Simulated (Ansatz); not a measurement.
An Ansatz (a program for electronic structure) run. Input:

Ansatz 0.2 input:
```yaml
crystal:
  lattice:
    - [3.8252148989, 0.0, 0.0]
    - [-1.9126074495, 3.3127332774, 0.0]
    - [0.0, 0.0, 6.3235379737]
  atoms:
    - { symbol: Si, position: [0.3333333333, 0.6666666667, 0.0629817268] }
    - { symbol: Si, position: [0.6666666667, 0.3333333333, 0.9370182732] }
    - { symbol: Si, position: [0.6666666667, 0.3333333333, 0.5629817268] }
    - { symbol: Si, position: [0.3333333333, 0.6666666667, 0.4370182732] }
kpoints:
  mp_grid: { grid: [6, 6, 4] }
hamiltonian:
  xc: hse06
  pseudopotentials: { azcp: { folder: ./paw }, kind: paw }
scf:
  n_extra_bands: 6
  occupations: { method: fixed }
output:
  eigenvalues: true
  eigenstates:
    e_range: [-9.0, 8.4]
    kpoints:
      - [0.0, 0.0, 0.0]  # VBM
      - [0.0, 0.5, 0.0]  # CBM
      - [0.0, 0.0, 0.0]  # GAMMA
      - [0.0, 0.0, 0.5]  # A
      - [0.3333333333, 0.3333333333, 0.0]  # K
      - [0.3333333333, 0.3333333333, 0.5]  # H
      - [0.5, 0.0, 0.0]  # M
      - [0.5, 0.0, 0.5]  # L
```

Output (shortened):

```
Pseudopotential: Si, paw, valence charge 4
Functional definition: HSE06
davidson cushion auto → on  (no smearing: the cushion is to keep the highest requested band from converging to the state above it …
Crystal: 4 atoms, lattice volume = 80.131 Å³
Basis set: ecut = 420 eV, 1581 PW (Γ)
Bands: 14, of which v1, the nominal top of the filled ones, is band 8 counted from 1 (7 counted from 0)
Symmetry: 24 space group operations
Space group: P63/mmc (ITA 194), of the structure as read, at distance tolerance 4.3e-5 Å
k-points: 21 of 144
SCF iter   1: F=—  HF=-2543.502973 eV  |F-HF|=—  |Δ(HF+E_count)|=         —  Δρ=4.66e-2  dr2=1.58e0  ethr=1.00e-1  ⟨swp⟩=5.0  Hψ=1165  notcnv=0
preconditioner: auto → none
SCF iter   2: F=—  HF=-2543.196964 eV  |F-HF|=—  |Δ(HF+E_count)|=   3.06e-1  Δρ=2.07e-2  dr2=2.69e-1  ethr=9.86e-3  ⟨swp⟩=2.9  Hψ=703  notcnv=0  defer=3
iter 3 solved again at ethr=5.59e-6 eV; its pass at ethr=1.68e-3 eV (dr2=8.95e-4 eV) is discarded
SCF iter   3: F=—  HF=-2543.154604 eV  |F-HF|=—  |Δ(HF+E_count)|=   4.24e-2  Δρ=1.35e-3  dr2=8.47e-4  ethr=5.59e-6  ⟨swp⟩=5.9  Hψ=2035  notcnv=0  defer=11
SCF iter   4: F=-2543.155125 eV  HF=-2543.155103 eV  |F-HF|=2.19e-5  |Δ(HF+E_count)|=   4.99e-4  Δρ=1.90e-4  dr2=1.50e-5  ethr=5.30e-6  ⟨swp⟩=3.1  Hψ=739  notcnv=0
SCF 1 stopped early in 4 iterations: F = -2543.155125 eV  dr2 = 1.50e-5
Crystal: 4 atoms, lattice volume = 80.131 Å³
Exchange kernel: α = 0.2500, screened, ω = 0.2079 Å⁻¹, Wigner–Seitz truncation, v(0) = 1046.6219 eV·Å³, q-mesh 6×6×4, nearest image of the exchange supercell L …
Frozen-core exchange: fock
SCF iter   1: F=—  HF=-2545.108784 eV  |F-HF|=—  |Δ(HF+E_count)|=         —  Δρ=3.30e-3  dr2=6.61e-3  ethr=9.37e-7  ⟨swp⟩=7.6  Hψ=1757  notcnv=0
preconditioner: auto → none
SCF iter   2: F=—  HF=-2545.105571 eV  |F-HF|=—  |Δ(HF+E_count)|=   3.21e-3  Δρ=7.13e-4  dr2=7.99e-4  ethr=9.37e-7  ⟨swp⟩=4.0  Hψ=1163  notcnv=0
SCF iter   3: F=—  HF=-2545.111438 eV  |F-HF|=—  |Δ(HF+E_count)|=   5.87e-3  Δρ=4.35e-4  dr2=1.24e-4  ethr=9.37e-7  ⟨swp⟩=4.3  Hψ=1196  notcnv=0
SCF iter   4: F=—  HF=-2545.111393 eV  |F-HF|=—  |Δ(HF+E_count)|=   4.44e-5  Δρ=2.91e-5  dr2=1.68e-5  ethr=6.97e-7  ⟨swp⟩=2.0  Hψ=672  notcnv=0
SCF iter   5: F=-2545.111530 eV  HF=-2545.111532 eV  |F-HF|=2.26e-6  |Δ(HF+E_count)|=   1.39e-4  Δρ=8.29e-5  dr2=4.96e-6  ethr=3.02e-9  ⟨swp⟩=5.2  Hψ=1403  notcnv=0
SCF 2 stopped early in 5 iterations: F = -2545.111530 eV  dr2 = 4.96e-6
hybrid outer 1: dexx = +6.821e-3 eV, tail = 1.42e-5 eV
Crystal: 4 atoms, lattice volume = 80.131 Å³
Exchange kernel: α = 0.2500, screened, ω = 0.2079 Å⁻¹, Wigner–Seitz truncation, v(0) = 1046.6219 eV·Å³, q-mesh 6×6×4, nearest image of the exchange supercell L …
Frozen-core exchange: fock
SCF iter   1: F=—  HF=-2545.111525 eV  |F-HF|=—  |Δ(HF+E_count)|=         —  Δρ=1.48e-5  dr2=1.01e-7  ethr=4.44e-7  ⟨swp⟩=2.2  Hψ=679  notcnv=0
preconditioner: auto → none
SCF iter   2: F=-2545.111525 eV  HF=-2545.111525 eV  |F-HF|=1.03e-9  |Δ(HF+E_count)|=   1.28e-7  Δρ=6.86e-6  dr2=2.01e-8  ethr=6.00e-10  ⟨swp⟩=4.8  Hψ=1160  notcnv=0  defer=1
SCF 3 converged in 2 iterations: F = -2545.111525 eV  dr2 = 2.01e-8
hybrid outer 2: dexx = +5.329e-8 eV, tail = 4.20e-8 eV, Δε = 1.23e-3 eV (about 1.39e-4 eV left of the loop's levels)
NSCF: frozen V_eff on 8 k-points
hybrid SCF converged: 2 outer / 7 inner (+4 warm-up), last move |dexx| = 5.33e-8 eV, tail = 4.20e-8 eV
Stability not checked (fock_operator)
Free energy (F): -2545.111525 eV
Frozen-core exchange: fock
Harris-Foulkes:  -2545.111525 eV  (|F-HF|=1.03e-9)
Internal energy: -2545.111525 eV  (E = F + TS)
E sigma→0 (E₀):  -2545.111525 eV
Fermi energy:    6.161310 eV
--- Per-component energies (eV) ---
  E_band       = 4.773244
  E_kinetic    = 162.989769
  E_local      = -97.851797  (includes V_loc(G=0)·N_el)
  E_nonlocal   = 89.332217
  E_hartree    = 30.521731
  E_xc         = -183.956167
  E_vxc        = -155.923155  (∫ρ·V_xc dr)
  E_exx        = -22.346995  (= α·E_x^exact, valence–valence)
  E_paw        = -2067.205034  (= ΣΔE_a)
  E_vpaw       = -10.122993  (= ΣTr[D̂ρ^β])
  E_aug_tail   = 0.000154  (compensation charges beyond the density's cutoff)
  E_ewald      = -456.358936
  E_core_change = -0.236465  (= ΣΔE_core)
  E_smearing   =  0.000000  (= −TS)
  E_closure    =  0.000000  (closes the sum)
  Σ components = -2545.111525   (vs F -2545.111525, Δ=0.00e0)
  [band-id]    e_kinetic+e_local+e_nonlocal+2·e_hartree+e_vxc+2·e_exx+e_vpaw+e_augmentation_tail = 4.773666   (vs E_band 4.773244, Δ=4.22e-4)
--- Band table (eV; the first three rows and the last of 21) ---
  k-point 0: bands = ["-7.4227", "-4.8722", "-1.8524", "4.4849", "4.4849", "5.7906", "6.1613", "6.1613", "7.8649", "8.8651", "8.8651", "9.2545", "10.6745", "11.1972"]
  k-point 1: bands = ["-7.1990", "-5.5667", "-0.7223", "4.0986", "4.6594", "4.6594", "5.7972", "5.7972", "8.0808", "9.1933", "9.1933", "9.4607", "10.7388", "10.7388"]
  k-point 2: bands = ["-6.5460", "-6.5460", "1.5262", "1.5262", "5.1481", "5.1481", "5.1481", "5.1481", "8.6923", "8.6923", "9.9079", "9.9079", "9.9079", "9.9079"]
  k-point 20: bands = ["-3.5701", "-3.5701", "-2.0746", "-2.0746", "1.2424", "1.2424", "3.9726", "3.9726", "8.3821", "8.3821", "10.4981", "10.4981", "13.2537", "13.2537"]
```

Cost: about 40 core-seconds (a rough figure) on shared cores.

The points marked VBM and CBM come from a semilocal run.

Space group P6_3/mmc. The workflow started from a Materials Project entry (that database holds measured and hypothetical structures alike); the Crystallography Open Database copy checked does not list it. It is not the phase usual at ambient conditions (space group No. 227). The PBEsol relaxation kept the symmetry of its start; its stability against distortions is not shown here.

Potentials: the earlier of the program's two PAW sets. The files were generated under PBE; for other functionals the program regenerates the frozen cores, and for LDA and PBEsol the local potential too.

Ansatz is a plane-wave DFT program.
